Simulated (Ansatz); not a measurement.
Each is relaxed and computed with the program Ansatz at the r²SCAN level (PAW). Which is the only metal?
A) HfSiO4, I4_1/amd (O on 16h, Si on 4b, Hf on 4a)
B) ZnCu2SiTe4, I-42m (Zn on 2a, Si on 2b, Cu on 4d, Te on 8i)
C) Si3Rh5, Pbam (Pearson symbol oP16)
D) SiB3, Imma (Pearson symbol oI64)

C, Si3Rh5, Pbam (Pearson symbol oP16). Si3Rh5: metal; ZnCu2SiTe4: gap 0.50 eV (indirect); HfSiO4: gap 6.00 eV (indirect); SiB3: gap 1.54 eV (indirect). Standing as an ambient phase not checked: Si3Rh5, Pbam (Pearson symbol oP16); ZnCu2SiTe4, I-42m (Zn on 2a, Si on 2b, Cu on 4d, Te on 8i); SiB3, Imma (Pearson symbol oI64). All cells were relaxed under the symmetry of their starts (and spin orders); stability against distortions was not tested throughout. Rows with no word on spin ran without spin polarisation. Scalar-relativistic: spin–orbit coupling is off unless named, which matters more the heavier the elements.

Potentials: the later of the program's two PAW sets.
